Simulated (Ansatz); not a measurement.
AgI:
```
AgI
1.0
    4.48479     0.00000     0.00000
   -2.24240     3.88395     0.00000
    0.00000     0.00000     7.34206
I Ag
2 2
Direct
  0.33333   0.66667   0.00224
  0.66667   0.33333   0.50224
  0.33333   0.66667   0.62776
  0.66667   0.33333   0.12776
```

x, y and z are the axes in which the lattice vectors are written.

Question: Give the proper piezoelectric stress tensor with relaxed ions from plane-wave PAW LDA (Ansatz code).

Answer: In C/m², rows x, y, z, Voigt columns; mesh uncertainty up to 0.00.
```
 0.00   0.00   0.00   0.00  -0.10   0.00
 0.00   0.00   0.00  -0.10   0.00   0.00
-0.13  -0.13   0.20   0.00   0.00   0.00
```

The elastic tensor of the same run (GPa):

```
50.5  37.5  34.3   0.0   0.0   0.0
37.5  50.5  34.3   0.0   0.0   0.0
34.3  34.3  57.5   0.0   0.0   0.0
 0.0   0.0   0.0   6.0   0.0   0.0
 0.0   0.0   0.0   0.0   6.0   0.0
 0.0   0.0   0.0   0.0   0.0   6.5
```

Question: Convert to strain constants d = e·S.

Answer: In pC/N:
```
  0.0    0.0    0.0    0.0  -16.5    0.0
  0.0    0.0    0.0  -16.5    0.0    0.0
 -5.3   -5.3    9.9    0.0    0.0    0.0
```

Space group P6_3mc (wurtzite). Symmetry was held in the LDA relaxation; phonons on a q-mesh show no instability. The run is not spin-polarised. Scalar-relativistic: spin–orbit coupling is off unless named, which matters more the heavier the elements.

Potentials: the later of the program's two PAW sets.
